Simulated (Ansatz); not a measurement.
Relaxed CoSi$_{2}$ (fluorite type, space group Fm-3m):

```
CoSi2
1.0
    0.00000     2.68017     2.68017
    2.68017     0.00000     2.68017
    2.68017     2.68017     0.00000
Co Si
1 2
Direct
  0.00000   0.00000   0.00000
  0.25000   0.25000   0.25000
  0.75000   0.75000   0.75000
```

These are PBE (plane waves to 420 eV, PAW, scalar-relativistic; Ansatz, a program for electronic structure) values and carry that method's errors. k mesh 12×12×12 (Γ-centred), Fermi-Dirac smearing 0.05 eV. With partly filled bands, energies and forces of such displacements shift with the k mesh and the smearing. CoSi2 is run without spin polarisation. CoSi2 was relaxed with its symmetry unable to fall. The PAW data are Ansatz's earlier set.

One atom of the cell was then moved (with its periodic images), all else fixed, and the forces (eV/Å) came out as:

```tsv
atom	Fx	Fy	Fz
Co1	-2.137	2.137	-2.137
Si2	0.487	-0.487	0.487
Si3	1.650	-1.650	1.650
```

Question: Which atom was moved, and by which vector (Å)?

Answer: Co1, by (0.16, -0.16, 0.16), 0.28 Å in all.

(For displaced atoms, the force is minus the slope of the energy, and its curvature is a force constant, which sets phonon frequencies.)
